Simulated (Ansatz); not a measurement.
Sb in space group I4_132 (No. 214; Sb on 8a) under volume change, r²SCAN (plane waves, PAW; program Ansatz), scaled uniformly.

| V (Å³/atom) | E − E(relaxed) (meV/atom) | P (GPa) |
|---|---|---|
| 58.416 | 40.3 | 2.44 |
| 60.342 | 16.9 | 1.48 |
| 62.268 | 4.0 | 0.68 |
| 64.193 | 0.0 | 0.00 |
| 66.119 | 3.7 | -0.59 |
| 68.045 | 13.7 | -1.06 |
| 69.971 | 29.0 | -1.47 |

**Question.** What does a third-order Birch–Murnaghan fit give for V₀, B₀ and B′?

**Answer.** V₀ = 64.18 Å³/atom, B₀ = 20.9 GPa, B′ = 4.6.

The start of the workflow was typed in or built on a structure type; neither database checked (COD, Materials Project) lists it. It is not the phase usual at ambient conditions (space group No. 166). Symmetry was held in the r²SCAN relaxation; its stability against distortions is not shown here. The volume moved by 66 % from the start of the relaxation. Spin–orbit coupling is left out wherever it is not named.

Potentials: the later of the program's two PAW sets.
